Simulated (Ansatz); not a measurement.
Problem. I (molecular I2 type, space group No. 64) is relaxed with plane-wave PAW PBEsol (Ansatz code). What lattice parameters of the conventional cell result?

Solution. a = 7.506 Å, b = 4.392 Å, c = 9.624 Å.

Problem. Give the free coordinates with the occupied sites.

Solution. In one choice of origin and axes:

```
atom  site  symmetry       x       y       z
----  ----  --------  ------  ------  ------
I       8f       m..  0.0000  0.3264  0.3772
```

Problem. Is it a metal or does it have a gap at this level?

Solution. A gap of 0.79 eV, indirect.

Space group Cmce (molecular I2 type). Symmetry was held in the PBEsol relaxation. A crystal of weakly bound molecules computed without a dispersion correction: the cell and the soft elastic constants depend strongly on that. Scalar-relativistic: spin–orbit coupling is off unless named, which matters more the heavier the elements.

Potentials: the later of the program's two PAW sets.
